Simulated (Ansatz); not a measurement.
Space group Fd-3m:1 (No. 227). a = 6.169 Å, b = 6.169 Å, c = 6.169 Å, α = 90.00°, β = 90.00°, γ = 90.00°
| atom | site | symmetry | x | y | z |
| --- | --- | --- | --- | --- | --- |
| Li | 8b | -43m | 0.0000 | 0.0000 | 0.5000 |
| Ga | 8a | -43m | 0.5000 | 0.0000 | 0.5000 |

Equation of state of this LiGa structure (not necessarily the ground state), with shape and atoms relaxed at each volume where symmetry leaves them free. It has no gap at any of these volumes. Computed with Ansatz, DFT r2SCAN, scalar-relativistic, plane waves, PAW.

Cutoff 500 eV; k points 12×12×12 on the computed 4-atom cell (Γ-centred); Gaussian smearing, width 0.10 eV; no spin polarisation.

| V (Å³/atom) | E − E(largest V) (meV/atom) | P (GPa) |
| --- | --- | --- |
| 13.793 | 2.20 | 3.66 |
| 14.233 | -5.05 | 1.68 |
| 14.673 | -7.28 | 0.03 |
| 15.113 | -5.36 | -1.35 |
| 15.554 | 0.00 | -2.50 |

Question: Fit a third-order Birch–Murnaghan equation to E(V).

Answer: V0 = 14.68 Å³/atom, B0 = 50 GPa, B0' = 5.3.

Cost: 5 runs of about 0.84 core-minutes in all, on Intel Xeon Platinum 8488C (Sapphire Rapids) (shared hosts).